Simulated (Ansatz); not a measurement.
Values for one crystal, relaxed and computed with PBE (plane waves, PAW; program Ansatz); other levels are named.

- Volume per atom = 8.44 Å³
- Band gap = 3.34 eV (indirect)
- Debye temperature from the elastic constants = 1280 K
- Elastic constants (relaxed ions, GPa) = C11 = 513, C12 = 184, C44 = 326
- Highest zone-centre frequency (without LO–TO term) = 936 cm⁻¹
- Valence-band maximum = on the K–Γ line, 56 % of the way from K
- Hill bulk and shear moduli = 293 and 248 GPa

### Question
Pick the material that matches.
(A) SiC, 6H polytype
(B) BN, P6_3mc (B on 2a, B on 2b, N on 2a, N on 2b)
(C) ZnSnN2, Pna2_1 (Zn on 4a, Sn on 4a, N on 4a, N on 4a)
(D) Si3N4, Fd-3m (Si on 16c, Si on 8b, N on 32e)

### Answer
D, Si3N4, Fd-3m (Si on 16c, Si on 8b, N on 32e)

Symmetry was held in the PBE relaxation.

Potentials: the later of the program's two PAW sets.
